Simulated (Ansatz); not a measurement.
HfSi2:
```
HfSi2
1.0
   -1.63731     1.63731     4.52493
    1.63731    -1.63731     4.52493
    1.63731     1.63731    -4.52493
Hf Si
1 2
Direct
  0.00000   0.00000   0.00000
  0.31570   0.31570   0.00000
  0.68430   0.68430   0.00000
```

Relaxed with PBE. Special points in fractions of this cell's reciprocal vectors: Γ (0.000, 0.000, 0.000); X (0.000, 0.000, 0.500); P (0.250, 0.250, 0.250); N (0.000, 0.500, 0.000); M (0.500, 0.500, -0.500); S (0.283, 0.717, -0.283); S0 (-0.283, 0.283, 0.283); R (-0.065, 0.065, 0.500); G (0.500, 0.500, -0.065).

**Question.** List the band energies nearest the Fermi level at these points for the program Ansatz at the PBE level (PAW).

**Answer.** In eV from the Fermi level; about four levels below and three above (degenerate sets whole), none deeper than 8.9 eV; points with the same levels are listed once.

```csv
k,below,above
Γ,-4.34 -1.03 -1.03 -0.71,2.73 3.46 4.34
X,-5.28 -4.88 -3.35 -1.58,0.19 1.47 4.01
P,-2.35 -0.72 -0.72 -0.10,4.72 4.72 6.50
N,-8.48 -4.08 -3.37 -0.89,0.37 2.41 3.08
M,-8.45 -1.17 -0.87,0.03 0.03 1.92 1.92
S,-7.99 -5.34 -2.09 -0.79,0.35 2.33 2.77
R,-3.78 -3.47 -1.48 0.00,1.21 4.16 4.50
```

Space group I4/mmm (MoSi2 or CaC2 type). A made-up cell: these elements were put on the sites of a structure type; neither database checked (COD, Materials Project) lists it. COD files the formula under space group No. 63, so this cell is another polymorph or a model. Whether it is the stable phase at ambient conditions was not checked. The cell was relaxed with PBE under the symmetry of its start; of distortions, only those at the zone centre were tested. No spin polarisation was allowed. Spin–orbit coupling is left out wherever it is not named.

Potentials: the later of the program's two PAW sets.
